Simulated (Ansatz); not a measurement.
Computed with Ansatz, DFT PBE, scalar-relativistic, plane waves, PAW. All cells share a 420 eV cutoff and Γ-centred k meshes spaced at most about 0.3 Å⁻¹ (about 0.25 or finer for metals, 2π included). No spin polarisation in the final relaxations.

These are static total energies at zero pressure.

Two forms of SrCl were relaxed alike.

A.

```cif
data_structure
_symmetry_space_group_name_H-M 'Fm-3m'
_symmetry_Int_Tables_number 225
_cell_length_a 6.1524
_cell_length_b 6.1524
_cell_length_c 6.1524
_cell_angle_alpha 90.000
_cell_angle_beta 90.000
_cell_angle_gamma 90.000
_cell_volume 232.88
loop_
_atom_site_label
_atom_site_type_symbol
_atom_site_symmetry_multiplicity
_atom_site_Wyckoff_symbol
_atom_site_fract_x
_atom_site_fract_y
_atom_site_fract_z
_atom_site_occupancy
Sr1 Sr 4 b 0.50000 0.00000 0.00000 1
Cl1 Cl 4 a 0.00000 0.00000 0.00000 1
```

B.

```cif
data_structure
_symmetry_space_group_name_H-M 'Pm-3m'
_symmetry_Int_Tables_number 221
_cell_length_a 3.8833
_cell_length_b 3.8833
_cell_length_c 3.8833
_cell_angle_alpha 90.000
_cell_angle_beta 90.000
_cell_angle_gamma 90.000
_cell_volume 58.56
loop_
_atom_site_label
_atom_site_type_symbol
_atom_site_symmetry_multiplicity
_atom_site_Wyckoff_symbol
_atom_site_fract_x
_atom_site_fract_y
_atom_site_fract_z
_atom_site_occupancy
Sr1 Sr 1 a 0.00000 0.00000 0.00000 1
Cl1 Cl 1 b 0.50000 0.50000 0.50000 1
```

Question: Which is lower in energy, and by how much?

Answer: A is lower, by 264 meV/atom. A has the rock salt type, space group Fm-3m (No. 225), 29.1 Å³/atom and no gap on its mesh; B has the caesium chloride type, space group Pm-3m (No. 221), 29.3 Å³/atom and no gap. Counting Cl atoms around Sr (those within 1.25 times the shortest such distance or 1.15 times the sum of covalent radii, 1.27 where that leaves under three), A has Sr 6 and B has Sr 8. Both come from invented guesses.

In Fm-3m, Pm-3m an odd number of electrons in the primitive cell allows no gap without spin; a larger cell or a magnetic state could open one. A magnetic state wasn't ruled out in cells without spin, among them Fm-3m, Pm-3m. Cells relaxed within their symmetry can be saddle points.
